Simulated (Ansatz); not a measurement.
## An elastic constant from a strain scan in Tl

Level of theory: Ansatz, DFT PBEsol, scalar-relativistic, plane waves, PAW. Cutoff 420 eV, Γ-centred 18×18×18 k-points, Gaussian smearing of 0.15 eV. Spin–orbit coupling is left out, which can shift energies with elements as heavy as these. No spin polarisation. Energies are free energies at this smearing, counted from the undisturbed cell; pressure is positive in compression.

Zero of the scan (as given, not relaxed at this level; it stands at -0.8 GPa; this bcc form isn't the usual structure):

```xyz
1
Lattice="-1.9410 1.9410 1.9410 1.9410 -1.9410 1.9410 1.9410 1.9410 -1.9410" Properties=species:S:1:pos:R:3 pbc="T T T"
Tl    0.0000    0.0000    0.0000
```

The cell is strained by ε times the Voigt pattern (1, 0, 0, 0, 0, 0) (xx, yy, zz, yz, xz, xy; engineering shear) with fractional coordinates fixed. The cell holds 1 atom in V0 = 29.25 Å³. The stress column is τ = (1/V0) dE/dε, got from the stress tensor σ (compression positive) at each point as −det(1 + εP) σ : P(1 + εP)⁻¹, with P the pattern as a tensor.

```csv
ε,ΔE (meV/atom),τ (GPa)
-0.0400,-0.205,-0.892
-0.0300,-1.368,-0.389
-0.0200,-1.662,0.059
-0.0100,-1.184,0.458
0.0000,0.000,0.835
0.0100,1.864,1.210
0.0200,4.412,1.577
0.0300,7.602,1.913
0.0350,9.418,2.063
0.0400,?,?
```

Q: Which combination of elastic constants does this scan measure, and how large is it?

A: For small ε, τ = τ0 + Kε with K = pᵀCp, which for this pattern is C11 in the cubic axes. The parabola through τ at ε = -0.0100, 0 and 0.0100 has slope K = 38 GPa at zero. The energies per cell, E = NΔE, of the same two points give K = 2[E(ε₊)/ε₊ − E(ε₋)/ε₋]/[(ε₊ − ε₋)V0] = 37 GPa, in agreement.

Q: Predict the withheld row at ε = 0.0400 from the harmonic law, and compare.

A: ΔE = V0(τ0 ε + Kε²/2)/N = 11.592 meV/atom and τ = 2.34 GPa. The calculation gives 11.365 meV/atom and 2.20 GPa, a miss of 2.0 % of the harmonic energy, so the harmonic law still holds on this side, though at ε = -0.0400 the energy lies 66 % above it.

In a metal these slopes depend on the k mesh and the smearing.